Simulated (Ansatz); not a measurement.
Eigenvalues along a path: TaSi (rocksalt type)

```yaml
crystal:
  lattice:
    - [0.00000, 2.57492, 2.57492]
    - [2.57492, 0.00000, 2.57492]
    - [2.57492, 2.57492, 0.00000]
  atoms:
    - { symbol: Ta, position: [0.00000, 0.00000, 0.00000] }
    - { symbol: Si, position: [0.50000, 0.50000, 0.50000] }
```

The cell comes from a relaxation on PAW files under the same functional, begun from a prototype that needn't be the stable phase.

Computed with Ansatz 0.2.0; functional PBE, scalar-relativistic. Settings: a Γ-centred 14×14×14 k mesh, Fermi–Dirac smearing of 0.05 eV, no spin polarisation. Methods: LAPW: all electrons, basis error target 1 meV/atom.

Spin–orbit coupling is left out, which matters for the heavy atoms.

Path points, in fractions of the reciprocal vectors: Γ (0.000, 0.000, 0.000), X (0.500, 0.000, 0.500), U (0.625, 0.250, 0.625), K (0.375, 0.375, 0.750), L (0.500, 0.500, 0.500), W (0.500, 0.250, 0.750). The distance column jumps between branches of the path. Levels in eV from the Fermi level; bands 14 to 28, counted from the lowest band of the run. The gap is zero, the pressure -0.09 GPa.

```
# k(1/Å) point b14 b15 b16 b17 b18 b19 b20 b21 b22 b23 b24 b25 b26 b27 b28
0.000 Γ -20.30 -20.28 -20.28 -20.28 -20.28 -20.28 -20.28 -11.46 -1.20 -1.20 -1.20 -0.55 -0.55 2.32 2.32
0.174 - -20.30 -20.28 -20.28 -20.28 -20.28 -20.28 -20.28 -11.32 -1.35 -1.23 -1.23 -1.16 -0.50 2.51 2.51
0.349 - -20.30 -20.28 -20.28 -20.28 -20.28 -20.28 -20.28 -10.93 -2.30 -1.71 -1.25 -1.25 -0.35 2.96 2.96
0.523 - -20.30 -20.28 -20.28 -20.28 -20.28 -20.28 -20.28 -10.33 -3.37 -2.18 -1.20 -1.20 -0.12 3.43 3.43
0.697 - -20.30 -20.29 -20.28 -20.28 -20.28 -20.28 -20.28 -9.65 -4.12 -2.62 -1.02 -1.02 0.14 3.56 3.56
0.871 - -20.30 -20.29 -20.29 -20.29 -20.28 -20.28 -20.28 -9.08 -4.37 -2.98 -0.73 -0.73 0.40 3.23 3.23
1.046 - -20.30 -20.29 -20.29 -20.29 -20.28 -20.28 -20.28 -8.77 -4.14 -3.21 -0.41 -0.41 0.59 2.35 2.74
1.220 X -20.30 -20.29 -20.29 -20.29 -20.28 -20.28 -20.28 -8.69 -3.91 -3.29 -0.24 -0.24 0.66 1.69 2.49
1.282 - -20.30 -20.29 -20.29 -20.29 -20.28 -20.28 -20.28 -8.68 -3.91 -3.30 -0.40 -0.32 0.85 1.77 2.48
1.343 - -20.30 -20.29 -20.29 -20.29 -20.28 -20.28 -20.28 -8.64 -3.92 -3.35 -0.71 -0.48 1.23 1.98 2.44
1.405 - -20.30 -20.29 -20.29 -20.29 -20.28 -20.28 -20.28 -8.57 -3.92 -3.45 -1.04 -0.65 1.69 2.24 2.38
1.467 - -20.30 -20.29 -20.29 -20.29 -20.28 -20.28 -20.28 -8.48 -3.92 -3.61 -1.36 -0.76 2.18 2.30 2.48
1.528 - -20.30 -20.29 -20.29 -20.29 -20.28 -20.28 -20.28 -8.37 -3.92 -3.84 -1.65 -0.78 2.19 2.68 2.71
1.590 - -20.30 -20.29 -20.29 -20.29 -20.28 -20.28 -20.28 -8.24 -4.13 -3.91 -1.92 -0.69 2.06 2.82 2.88
1.651 U -20.30 -20.29 -20.29 -20.29 -20.28 -20.28 -20.28 -8.11 -4.46 -3.90 -2.16 -0.50 1.91 2.90 3.00
2.399 K -20.30 -20.29 -20.29 -20.29 -20.28 -20.28 -20.28 -8.11 -4.46 -3.90 -2.16 -0.50 1.91 2.90 3.00
2.583 - -20.30 -20.29 -20.29 -20.28 -20.28 -20.28 -20.28 -7.87 -5.25 -3.80 -2.68 0.45 1.36 2.76 3.38
2.768 - -20.30 -20.29 -20.29 -20.28 -20.28 -20.28 -20.28 -8.32 -5.16 -3.58 -2.91 0.74 1.68 2.25 3.65
2.953 - -20.30 -20.29 -20.29 -20.28 -20.28 -20.28 -20.28 -9.24 -4.32 -3.21 -2.83 0.11 1.38 2.67 3.65
3.138 - -20.30 -20.29 -20.28 -20.28 -20.28 -20.28 -20.28 -10.14 -3.22 -2.68 -2.46 -0.43 0.51 2.73 3.37
3.323 - -20.30 -20.28 -20.28 -20.28 -20.28 -20.28 -20.28 -10.85 -2.11 -2.06 -1.82 -0.85 -0.22 2.50 2.94
3.508 - -20.30 -20.28 -20.28 -20.28 -20.28 -20.28 -20.28 -11.30 -1.47 -1.34 -1.11 -1.03 -0.60 2.35 2.52
3.693 Γ -20.30 -20.28 -20.28 -20.28 -20.28 -20.28 -20.28 -11.46 -1.20 -1.20 -1.20 -0.55 -0.55 2.32 2.32
3.844 - -20.30 -20.28 -20.28 -20.28 -20.28 -20.28 -20.28 -11.36 -1.42 -1.21 -1.21 -0.74 -0.74 2.20 2.72
3.995 - -20.30 -20.28 -20.28 -20.28 -20.28 -20.28 -20.28 -11.05 -2.01 -1.56 -1.56 -0.68 -0.68 1.96 3.64
4.146 - -20.30 -20.28 -20.28 -20.28 -20.28 -20.28 -20.28 -10.55 -2.87 -2.11 -2.11 -0.28 -0.28 1.77 4.79
4.296 - -20.30 -20.29 -20.29 -20.28 -20.28 -20.28 -20.28 -9.89 -3.87 -2.60 -2.60 0.28 0.28 1.73 5.97
4.447 - -20.30 -20.29 -20.29 -20.28 -20.28 -20.28 -20.28 -9.08 -4.92 -2.97 -2.97 0.90 0.90 1.88 5.81
4.598 - -20.30 -20.29 -20.29 -20.28 -20.28 -20.28 -20.28 -8.19 -5.96 -3.19 -3.19 1.46 1.46 2.19 4.71
4.749 L -20.30 -20.29 -20.29 -20.28 -20.28 -20.28 -20.28 -7.52 -6.68 -3.27 -3.27 1.71 1.71 2.41 4.22
4.873 - -20.30 -20.29 -20.29 -20.28 -20.28 -20.28 -20.28 -7.54 -6.60 -3.30 -3.23 1.64 1.69 2.31 4.46
4.996 - -20.30 -20.29 -20.29 -20.28 -20.28 -20.28 -20.28 -7.61 -6.37 -3.38 -3.11 1.51 1.55 2.11 5.06
5.119 - -20.30 -20.29 -20.29 -20.28 -20.28 -20.28 -20.28 -7.71 -6.00 -3.50 -2.96 1.21 1.44 2.04 5.32
5.242 - -20.30 -20.29 -20.29 -20.28 -20.28 -20.28 -20.28 -7.81 -5.51 -3.62 -2.85 0.85 1.46 2.06 4.46
5.366 - -20.30 -20.29 -20.29 -20.29 -20.28 -20.28 -20.28 -7.91 -4.94 -3.73 -2.90 0.72 1.55 2.07 3.54
5.489 - -20.30 -20.29 -20.29 -20.29 -20.28 -20.28 -20.28 -7.97 -4.33 -3.80 -3.20 0.92 1.66 1.99 2.77
5.612 W -20.30 -20.29 -20.29 -20.29 -20.28 -20.28 -20.28 -7.99 -3.83 -3.83 -3.61 1.25 1.71 1.71 2.50
5.699 - -20.30 -20.29 -20.29 -20.29 -20.28 -20.28 -20.28 -8.04 -3.87 -3.77 -3.49 1.24 1.37 2.00 2.50
5.786 - -20.30 -20.29 -20.29 -20.29 -20.28 -20.28 -20.28 -8.16 -3.90 -3.68 -3.17 0.99 1.23 2.22 2.50
5.873 - -20.30 -20.29 -20.29 -20.29 -20.28 -20.28 -20.28 -8.31 -3.92 -3.59 -2.68 0.62 1.21 2.37 2.50
5.961 - -20.30 -20.29 -20.29 -20.29 -20.28 -20.28 -20.28 -8.46 -3.92 -3.48 -2.06 0.28 1.17 2.44 2.50
6.048 - -20.30 -20.29 -20.29 -20.29 -20.28 -20.28 -20.28 -8.58 -3.92 -3.38 -1.37 0.00 1.10 2.41 2.48
6.135 - -20.30 -20.29 -20.29 -20.29 -20.28 -20.28 -20.28 -8.66 -3.91 -3.31 -0.67 -0.18 0.91 1.88 2.49
6.222 X -20.30 -20.29 -20.29 -20.29 -20.28 -20.28 -20.28 -8.69 -3.91 -3.29 -0.24 -0.24 0.66 1.69 2.49
```
